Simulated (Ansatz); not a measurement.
Ansatz run, Cs2HgS2

The input, for Ansatz 0.2.0 (plane waves, PAW):

```yaml
crystal:
  lattice:
    - [7.995034, 0.0, 0.0]
    - [0.0, 10.090569, 0.0]
    - [0.0, 0.0, 4.601914]
  atoms:
    - { symbol: Hg, position: [0.5, 0.5, 0.0] }
    - { symbol: Hg, position: [0.0, 0.0, 0.0] }
    - { symbol: Cs, position: [0.39222, 0.83311, 0.5] }
    - { symbol: Cs, position: [0.60778, 0.16689, 0.5] }
    - { symbol: Cs, position: [0.89222, 0.66689, 0.5] }
    - { symbol: Cs, position: [0.10778, 0.33311, 0.5] }
    - { symbol: S, position: [0.23025, 0.59445, 0.0] }
    - { symbol: S, position: [0.76975, 0.40555, 0.0] }
    - { symbol: S, position: [0.73025, 0.90555, 0.0] }
    - { symbol: S, position: [0.26975, 0.09445, 0.0] }
kpoints:
  mp_grid: { grid: [2, 1, 3], shift: [0, 0, 0] }
magnetization:
  spin_polarized: false
scf:
  occupations: { method: fermi_dirac }
hamiltonian:
  pseudopotentials: { kind: paw }
  xc: hse06
basis:
  ecutwfc: 420
  fft_grid_basis: typed
output:
  forces: true
  stress: true
  eigenvalues: true
  bader: true
  populations: true
  elf: true
  write_potential: true
  volumetric_format: npy
  dos:
    e_range: [-12, 8]
    de: 0.05
    projected: { site_lists: { Cs: [Cs], Hg: [Hg], S: [S] } }
    method: { smearing: { sigma: 0.1, scheme: gaussian } }
```

Parts of the output:

```
Warning: output.stress: scf.convergence.dr2_threshold = 1e-7 eV (the SCF's general default) is looser than the 1e-9 eV advised for a printed stress (1e-10 eV for each atom of the cell: 10).
Warning: output.stress: scf.exx.energy_threshold = 1e-6 eV is looser than the 1e-7 eV advised for a stress under a hybrid functional (1e-8 eV for each atom of the cell: 10). Every SCF of the exchange loop can meet its threshold on dr2 while the loop round them stops early: no threshold on dr2 bounds what that leaves in the stress. Set scf.exx.energy_threshold to 1e-7 eV or tighter.
exact exchange: scf.exx.singularity resolves to wigner_seitz, which cuts the screened interaction at the faces of the exchange supercell's Wigner-Seitz cell, so that each pair interacts once, at the shortest of its separations (the periodic images that this leaves out come, for a point-like exchange hole, to about 0.002 eV on a filled level).
Pseudopotentials: kind: paw
Pseudopotential: Hg, paw, valence charge 20, recommended cutoff 420 eV (normal), Hg.paw.azcp
Pseudopotential: Cs, paw, valence charge 9, recommended cutoff 420 eV (normal), Cs.paw.azcp
Pseudopotential: S, paw, valence charge 6, recommended cutoff 420 eV (normal), S.paw.azcp
Functional definition: HSE06
  exchange = pbe_x - a*pbe_x_sr(omega) + a*exact_x_sr(omega)
  correlation = pbe_c
Crystal: 10 atoms, lattice volume = 371.257 Å³
Basis set: ecut = 420 eV, 7269 PW (Γ), exchange–correlation on 108×144×64 points (8 copies of the dense FFT grid, shifted against one another)
Bands: 60, of which v1, the nominal top of the filled ones, is band 50 counted from 1 (49 counted from 0)
Symmetry: 8 space group operations
Space group: Pbam (ITA 55), of the structure as read, at distance tolerance 7.2e-5 Å
k-points: 4 of 6
Initial density: superposition of atomic densities (neutral atoms: chi_scale 0, normalization atom), corrected by the library's trained network
Free energy (F): -53955.6851 eV
Frozen-core exchange: fock
Harris-Foulkes:  -53955.6851 eV  (|F-HF|=4.26e-9)
Internal energy: -53955.6851 eV  (E = F + TS)
E sigma→0 (E₀):  -53955.6851 eV
Entropy (-TS):    0.0000 eV (-0.000 meV/atom)
Fermi energy:    5.7069 eV
--- Per-component energies (eV) ---
  E_band       = -1501.2979
  E_kinetic    = 2203.2822
  E_local      = -9909.1469  (includes V_loc(G=0)·N_el)
  E_nonlocal   = 381.4806
  E_hartree    = 4187.0790
  E_xc         = -1224.7746
  E_vxc        = -1104.9383  (∫ρ·V_xc dr)
  E_exx        = -264.6371  (= α·E_x^exact, valence–valence)
  E_paw        = -42623.6898  (= ΣΔE_a)
  E_vpaw       = -916.8584  (= ΣTr[D̂ρ^β])
  E_aug_tail   = 0.0019  (compensation charges beyond the density's cutoff)
  E_ewald      = -6700.6116
  E_core_change = -4.6688  (= ΣΔE_core)
  E_smearing   =  0.0000  (= −TS)
--- Forces (eV/Å), atoms counted from 1 ---
  atom   1  Hg     0.0000     0.0000     0.0000
  atom   2  Hg     0.0000     0.0000     0.0000
  atom   3  Cs    -0.0025     0.0110     0.0000
  atom   4  Cs     0.0025    -0.0110     0.0000
  atom   5  Cs    -0.0025    -0.0110     0.0000
  atom   6  Cs     0.0025     0.0110     0.0000
  atom   7  S      0.6172    -0.2543     0.0000
  atom   8  S     -0.6172     0.2543     0.0000
  atom   9  S      0.6172     0.2543     0.0000
  atom  10  S     -0.6172    -0.2543     0.0000
--- Stress (GPa, compression-positive) ---
       -1.4061       0.0000       0.0000
        0.0000       0.5239       0.0000
        0.0000       0.0000       0.5683
  P = ⅓ Tr σ = -0.1046 GPa (-1.046 kbar)
--- Löwdin populations: 10 sites ---
  site symbol       q [e]
     0     Hg     19.0359
     1     Hg     19.0359
     2     Cs      8.2711
     3     Cs      8.2711
     4     Cs      8.2711
     5     Cs      8.2711
     6      S      7.0321
     7      S      7.0321
     8      S      7.0321
     9      S      7.0321
  spilling = 0.0072 (of n_electrons = 100.0000)
--- Bader charges: 10 sites ---
  site symbol  charge [e]  shift [e]
     0     Hg      0.3407     0.0065
     1     Hg      0.3408     0.0065
     2     Cs      0.8032     0.0000
     3     Cs      0.8032     0.0000
     4     Cs      0.8032     0.0000
     5     Cs      0.8032     0.0000
     6      S     -0.9736     0.0032
     7      S     -0.9735     0.0032
     8      S     -0.9736     0.0032
     9      S     -0.9736     0.0032
```

Origin: a known structure type with other elements, at an estimated volume, so it need not be a known compound. Caveats: the exchange threshold is loose for a stress; the SCF threshold is loose for a stress; hybrid functional on a coarse k mesh.
